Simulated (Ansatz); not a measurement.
Mg2Sn (antifluorite type, space group Fm-3m)

Space group Fm-3m (No. 225); a = 6.746 Å, b = 6.746 Å, c = 6.746 Å, α = 90.00°, β = 90.00°, γ = 90.00°

```
atom  site  symmetry       x       y       z
----  ----  --------  ------  ------  ------
Sn      4a      m-3m  0.0000  0.0000  0.0000
Mg      8c      -43m  0.2500  0.2500  0.2500
```
(The calculation used a cell of 3 atoms; values per cell refer to that cell.)

Equation-of-state scan: isotropic scaling of the cell above, V₀ being its volume. Symmetry pins the atoms to their sites.

The numbers are results of PBEsol (plane waves to 420 eV, PAW, scalar-relativistic; Ansatz, a first-principles code), not measurements. k mesh 12×12×12 (Γ-centred), Fermi-Dirac smearing 0.05 eV. Energies are smeared free energies. At this level the bands of Mg2Sn touch or barely overlap; measurements give the solid a gap. Mg2Sn was relaxed with its symmetry unable to fall. The zero of ΔE is the relaxed starting cell.

Give the computed ΔE (kJ/mol of atoms) at V/V₀ = 0.940, 0.964, 1.024, 1.036, 1.048.


```json
[
 {"V/V₀": "0.940", "ΔE (kJ/mol of atoms)": "1.3"},
 {"V/V₀": "0.964", "ΔE (kJ/mol of atoms)": "0.5"},
 {"V/V₀": "1.024", "ΔE (kJ/mol of atoms)": "0.2"},
 {"V/V₀": "1.036", "ΔE (kJ/mol of atoms)": "0.4"},
 {"V/V₀": "1.048", "ΔE (kJ/mol of atoms)": "0.7"}
]
```

(A scan under strain: stresses follow from slopes of the energy per volume, elastic moduli from its curvatures.)
